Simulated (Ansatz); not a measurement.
Hf2N (anti-rutile, P4_2/mnm) at seven volumes, r²SCAN in the plane-wave PAW code Ansatz, shape and atoms relaxed at each. One row is withheld.

```
V (Å³/atom)  P (GPa)
-----------  -------
13.975         23.23
14.435         14.26
14.896          6.59
15.357          0.00
15.818             ?
16.278        -10.45
16.739        -14.53
```

Fit the shown pressures and predict the withheld one.

P = (3/2)B₀(x^(7/2) − x^(5/2))[1 + (3/4)(B′ − 4)(x − 1)] with x = (V₀/V)^(2/3). Least squares on the six rows gives V₀ = 15.357 Å³/atom, B₀ = 202 GPa, B′ = 4.18. At V = 15.818, x = 0.9805 and P = -5.62 GPa. The run itself gave -5.64 GPa.

The first step of the workflow began from a Materials Project structure, measured or hypothetical; the Crystallography Open Database copy checked does not list it. Whether it is the stable phase at ambient conditions was not checked. The r²SCAN relaxation kept the symmetry of its start; its stability against distortions is not shown here. No spin polarisation was allowed. Scalar-relativistic: spin–orbit coupling is off unless named, which matters more the heavier the elements.

Potentials: the later of the program's two PAW sets.
